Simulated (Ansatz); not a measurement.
**Rb2Zr: reading a single point**

```yaml
crystal:
  lattice:
    - [3.46498, 5.99547, 0.00000]
    - [3.46498, -5.99547, 0.00000]
    - [0.00000, 0.00000, -7.30796]
  atoms:
    - { symbol: Rb, position: [0.66670, 0.33330, 0.75000] }
    - { symbol: Rb, position: [0.33330, 0.66670, 0.25000] }
    - { symbol: Zr, position: [0.33330, 0.66670, 0.75000] }
    - { symbol: Zr, position: [0.66670, 0.33330, 0.25000] }
    - { symbol: Rb, position: [0.00000, 0.00000, 0.00000] }
    - { symbol: Rb, position: [0.00000, 0.00000, 0.50000] }
```

Level: r2SCAN, no spin polarisation; 500 eV; 6×6×5 Γ-centred mesh; fermi-dirac occupations (width 0.1 eV); Ansatz 0.2.0, fixed geometry.

Question: Describe some of the short contacts.

Answer: Rb–Zr at 3.65 Å: least valence density 0.05 e/Å³ and ELF 0.03 there. Rb–Rb at 3.65 Å: least valence density 0.04 e/Å³ and ELF 0.02 there, so no covalent bond. Both are smooth PAW fields, read partly inside the augmentation spheres.

Question: Is there a gap?

Answer: It is a metal, with about 15 states/eV a cell as the mean within 0.25 eV of the Fermi level, mostly Zr d (77 %) and Rb s (13 %).

Question: Are the atoms at rest?

Answer: Nearly at rest: the largest force is 0.001 eV/Å.

Question: What is the formation energy?

Answer: 1.61 eV an atom against the elements' usual phases (free molecules for gases, crystals otherwise, with no correction for O₂ or N₂), so at this geometry it isn't bound against them. Relaxing would lower it.

Origin: a known structure type with other elements, at an estimated volume, so it need not be a known compound. Caveats: many states at the Fermi level without spin polarisation, so a magnetic state may lie lower.
